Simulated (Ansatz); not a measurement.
## Is this La3NO2 structure a true minimum?

It was reached by relaxing an invented guess, and it needn't be the stable form of this composition.

Method: DFT PBE, scalar-relativistic, plane waves, PAW (Ansatz 0.2.0). Cutoff 420 eV; k points 10×10×10 on the computed 6-atom cell (Γ-centred); Gaussian smearing, width 0.10 eV; no spin polarisation.

The cell below (6 atoms, space group Immm (No. 71)) is relaxed within its symmetry.

```yaml
crystal:
  lattice:
    - [-1.84000, 2.60462, 5.52807]
    - [1.84000, -2.60462, 5.52807]
    - [1.84000, 2.60462, -5.52807]
  atoms:
    - { symbol: La, position: [0.50000, 0.00000, 0.50000] }
    - { symbol: La, position: [0.16323, 0.66323, 0.50000] }
    - { symbol: La, position: [0.83677, 0.33677, 0.50000] }
    - { symbol: N, position: [0.00000, 0.00000, 0.00000] }
    - { symbol: O, position: [0.66395, 0.66395, 0.00000] }
    - { symbol: O, position: [0.33605, 0.33605, 0.00000] }
```

For the test a repeat of it with 12 atoms (edges 6.38, 6.38, 6.38 Å) was strained at random (σ = 1.5 % a component), the atoms were moved at random (σ = 0.15 Å), and all was relaxed again on a coarse 4×4×4 mesh (in the run’s order of axes) with 0.20 eV smearing, with no symmetry imposed.

Q: What happens?

A: It returns, within 1 meV/atom of the unmoved cell on that mesh and with the same symmetry when read at 0.1 Å (P-1 at 0.01 Å, so small strains and shifts remain). No instability shows in this cell; modes of other wave vectors, which need another repeat, aren't tested.
